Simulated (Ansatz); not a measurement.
Starting cell, ZnCu (CsCl type):

```xyz
4
Lattice="5.9276 0.0000 0.0000 0.0000 2.9638 0.0000 0.0000 0.0000 2.9638" Properties=species:S:1:pos:R:3 pbc="T T T"
Zn     0.0000     0.0000     0.0000
Zn     2.9638     0.0000     0.0000
Cu     1.4819     1.4819     1.4819
Cu     4.4457     1.4819     1.4819
```

In each cell atom 3 (Cu, nearest neighbour Zn at 2.567 Å; its periodic images, 3.0 Å or more away, move with it) moves by s·(0.577, 0.577, 0.577) (along Cartesian [111]), the rest being held.

All values below come from PBE (plane waves to 420 eV, PAW, scalar-relativistic; Ansatz, a first-principles code). k mesh 7×13×13 (Γ-centred), Fermi-Dirac smearing 0.05 eV. Energies are smeared free energies. Left out: 2 of 11 points, with atoms too close for the PAW data. With partly filled bands, energies and forces of such displacements shift with the k mesh and the smearing. ZnCu is run without spin polarisation. ZnCu was relaxed with its symmetry unable to fall. The zero of ΔE is the undisplaced structure. The last digit holds for this mesh only.

```json
[
 {"s (Å)": "-0.616", "ΔE (meV/cell)": "1427.1"},
 {"s (Å)": "-0.462", "ΔE (meV/cell)": "647.2"},
 {"s (Å)": "-0.308", "ΔE (meV/cell)": "245.4"},
 {"s (Å)": "-0.154", "ΔE (meV/cell)": "55.7"},
 {"s (Å)": "0.000", "ΔE (meV/cell)": "0.0"},
 {"s (Å)": "0.154", "ΔE (meV/cell)": "55.7"},
 {"s (Å)": "0.308", "ΔE (meV/cell)": "245.4"},
 {"s (Å)": "0.462", "ΔE (meV/cell)": "647.2"},
 {"s (Å)": "0.616", "ΔE (meV/cell)": "1427.1"}
]
```

Problem. What force constant k = d²E/ds² at s = 0 does the table give?

Solution. 4.5 eV/Å². It is the second difference of the nearest points, corrected with the next pair.

Problem. With k = 4.52 eV/Å² from the forces, is the well harmonic out to s = 0.616 Å?

Solution. ½ks² = 857 meV/cell against the computed 1427 meV/cell, so the well is stiffer than harmonic there.

(For displaced atoms, the force is minus the slope of the energy, and its curvature is a force constant, which sets phonon frequencies.)
